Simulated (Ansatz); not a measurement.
Relaxed structure of (CH3)2S on the (100) surface of Ta, one molecule per 43.2 Å² (the molecule's atoms stand last):

```xyz
25
Lattice="6.5699 0.0000 0.0000 0.0000 6.5699 0.0000 0.0000 0.0000 24.7434" Properties=species:S:1:pos:R:3 pbc="T T T"
Ta    1.6425    4.9274    8.0000
Ta    1.6425    1.6425    8.0000
Ta    4.9274    4.9274    8.0000
Ta    4.9274    1.6425    8.0000
Ta    3.2849    3.2849    9.6425
Ta    3.2849    0.0000    9.6425
Ta    0.0000    3.2849    9.6425
Ta    0.0000    0.0000    9.6425
Ta    4.9075    1.6227   11.2936
Ta    4.9264    4.9510   11.2877
Ta    1.6662    1.6426   11.2850
Ta    1.6290    4.9136   11.2688
Ta    0.0957    0.0703   12.8107
Ta   -0.0312    3.2512   12.7737
Ta    3.1435   -0.1359   12.9457
Ta    3.3539    3.3751   12.8098
C     4.8536   -0.3706   16.0769
S     3.1316   -0.1886   15.4758
C     2.8665    1.5099   16.1126
H     4.8742   -0.2975   17.1729
H     5.1990   -1.3539   15.7403
H     5.4758    0.4172   15.6209
H     2.9550    1.5137   17.2077
H     1.8614    1.8075   15.7967
H     3.6110    2.1836   15.6581
```

Computed with Ansatz 0.2.0, DFT PBE+D3(BJ), scalar-relativistic, plane waves, PAW. Settings: cutoff 420 eV, Γ-centred mesh 3×3×1 on the computed 25-atom cell, Gaussian smearing of 0.10 eV; no spin polarisation. The cell repeats along c with a dipole correction in the vacuum.

The slab and the molecular layer are also computed alone at these places.

Task: How does the adsorption energy per molecule split into interaction and deformation?

Result: E_ads = -1.496 eV: interaction of the rigid parts -1.577 eV, deformation of the slab +0.109 eV, deformation of the molecule with its lateral interactions -0.028 eV.

Task: How much charge moves across the plane at z = 14.21 Å, midway between slab and molecule?

Result: About 0.03 electrons a cell move down to the slab; half the integral of |Δρ| is 0.50 e.

Task: How does the density difference (whole less rigid parts, positive where electrons gather), summed over the plane, run along c?

Result:
```
z (Å)  Δρ (e/Å)
 6.05     0.008
 6.19     0.009
 6.46     0.009
 6.60     0.007
 6.87     0.002
 7.01    -0.003
 7.29    -0.017
 7.42    -0.024
 7.56    -0.025
 7.84    -0.013
 7.97    -0.009
 8.25    -0.007
 8.39    -0.003
 8.66     0.008
 8.80     0.011
 9.07     0.006
 9.21     0.001
 9.35     0.000
 9.62     0.010
 9.76     0.009
10.03    -0.002
10.17    -0.003
10.45     0.002
10.58     0.004
10.72     0.008
11.00     0.022
11.13     0.020
11.41    -0.003
11.55    -0.019
11.82    -0.055
11.96    -0.068
12.10    -0.060
12.37     0.028
12.51     0.056
12.78    -0.025
12.92    -0.054
13.20     0.007
13.33     0.009
13.61    -0.026
13.75     0.006
13.88     0.070
14.16     0.188
14.30     0.216
14.57     0.180
14.71     0.116
14.98    -0.044
15.12    -0.096
15.26    -0.105
15.53    -0.041
15.67    -0.020
15.95    -0.041
16.08    -0.065
16.36    -0.088
16.50    -0.082
16.63    -0.070
16.91    -0.041
17.05    -0.029
17.32    -0.011
17.46    -0.005
17.73     0.001
17.87     0.002
18.15     0.003
18.28     0.003
18.42     0.002
18.70     0.002
18.83     0.002
19.11     0.001
19.24     0.001
19.52     0.001
19.66     0.001
```